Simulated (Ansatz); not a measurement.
## A short bond in CuAu

```
CELL_PARAMETERS angstrom
2.85070 0.00000 0.00000
0.00000 2.85070 0.00000
0.00000 0.00000 3.58161
ATOMIC_POSITIONS crystal
Cu 0.50000 0.50000 0.50000
Au 0.00000 0.00000 0.00000
```

The cell is Materials Project entry mp-522, used as a structure alone.

Its shortest bond, of 2.696 Å between atom 1 (Cu) and the nearest image of atom 2 (Au), is scaled by moving both atoms along it, with the cell held. The force apart is half the difference of the two atoms' forces along the bond; it holds the pull and push of their other neighbours too.

All numbers are PBEsol results (scalar-relativistic) from Ansatz 0.2.0, with a Γ-centred 11×11×8 k mesh, Fermi–Dirac smearing of 0.05 eV, no spin polarisation. Methods: LAPW: all electrons, basis error target 1 meV/atom; PAW: frozen-core files, cutoff 420 eV.

Energies are extrapolated to zero smearing and count from the unscaled cell; pressure is positive in compression; gaps take the mesh and a band path. No temperature or zero-point motion is included.

Spin–orbit coupling is left out, which matters for the heavy atoms. The PAW files were made under PBE.

| bond (Å) | force apart (eV/Å) | P LAPW (GPa) | ΔE LAPW (eV/atom) | P PAW − LAPW (GPa) | ΔE PAW − LAPW (meV/atom) | force PAW − LAPW (eV/Å) |
| --- | --- | --- | --- | --- | --- | --- |
| 2.696 | 0.00 | -4.02 | 0.000 | 0.00 | 0.0 | 0.000 |
| 2.535 | 0.86 | -2.30 | 0.033 | 0.00 | 0.0 | 0.001 |
| 2.049 | ? | 32.3 | 0.922 | -0.03 | -1.0 | -0.007 |

(1) What belongs in the row "2.049", column "force apart (eV/Å)"?

Results:

(1) 8.86.
